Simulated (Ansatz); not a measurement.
SnSe2:
```yaml
crystal:
  lattice:
    - [3.82179, 0.00000, 0.00000]
    - [-1.91090, 3.30977, 0.00000]
    - [0.00000, 0.00000, 33.00000]
  atoms:
    - { symbol: Se, position: [0.66667, 0.33333, 0.54775] }
    - { symbol: Sn, position: [0.00000, 0.00000, 0.50000] }
    - { symbol: Se, position: [0.33333, 0.66667, 0.45225] }
```
The layer is periodic in x and y and isolated along z.

Relaxed with r²SCAN+D4. Special points in fractions of this cell's reciprocal vectors: Γ (0.000, 0.000, 0.000); M (0.500, 0.000, 0.000); K (0.333, 0.333, 0.000).

Question: List the band energies nearest the valence-band maximum at these points for r²SCAN+D4 with spin–orbit coupling (plane waves, PAW; program Ansatz).

Answer: In eV from the valence-band maximum; about four levels below and three above (degenerate sets whole), none deeper than 8.9 eV; points with the same levels are listed once.

```csv
k,below,above
Γ,-0.27 -0.27 0.00 0.00,2.05 2.05 3.57 3.57
M,-0.79 -0.79 -0.34 -0.34,1.10 1.10 4.58 4.58
K,-0.92 -0.92 -0.85 -0.85,2.19 2.19 5.76 5.76
```

Space group P-3m1 (1T). A layer that has been made, often on a substrate. Symmetry was held in the r²SCAN+D4 relaxation; whether a distortion lowers the energy is not shown.

Potentials: the later of the program's two PAW sets.
